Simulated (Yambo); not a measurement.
A G0W0@LDA run in Yambo for LiIOH₂ (space group Pmma, No. 51) (2×2×2 Γ-centred k mesh, bands 3 to 219 and a 7 Ry block in the screening, 219 bands in G with the Bruneval-Gonze terminator, plasmon pole fitted at 27.2 eV) gives these matrix elements, in eV, at the band edges ((0, -0.5, 0) → Γ):

```csv
state,E0,<Vxc>,<Σx>,<Σc(E0)>,Z
valence edge,0.000,-11.201,-14.119,1.337,0.812
conduction edge,3.388,-8.899,-4.492,-3.300,0.840
```

Task: Solve the linearised quasiparticle equation for both states, give the gap, and say how exchange and correlation each act on it.

Result: E = E0 + Z(Σx + Σc − Vxc). Valence: 0.000 + 0.812 × (-14.119 + (1.337) − (-11.201)) = -1.28 eV. Conduction: 3.388 + 0.840 × (-4.492 + (-3.300) − (-8.899)) = 4.32 eV. The gap is 5.60 eV, against 3.39 eV in LDA. Replacing Vxc by bare exchange alone would open it by 7.33 eV; correlation takes back 4.64 eV of that, and Z scales what is left. Nearest settings tried, and what they do to the gap: 168 bands in W, 168 bands in G: -16 meV; 6 Ry block (267 vectors against 349): -53 meV; 1×2×2 mesh: -88 meV. So the settings aren't converged at that level. The k mesh is coarse. Spin-orbit coupling is left out, which matters for elements this heavy: edges can move by tenths of an eV.

Geometry of the Materials Project entry, not relaxed at this level; primitive cell a = 6.4345 Å, b = 4.3971 Å, c = 5.6203 Å, α = β = γ = 90.00°.

The structure is a Materials Project entry; no match was found in the copy of COD used, and its stability was not checked.

The distance between layers or molecules is the database entry's, not relaxed here. Functionals without dispersion can leave it too large, which widens gaps and weakens the response across layers: the numbers belong to this cell.
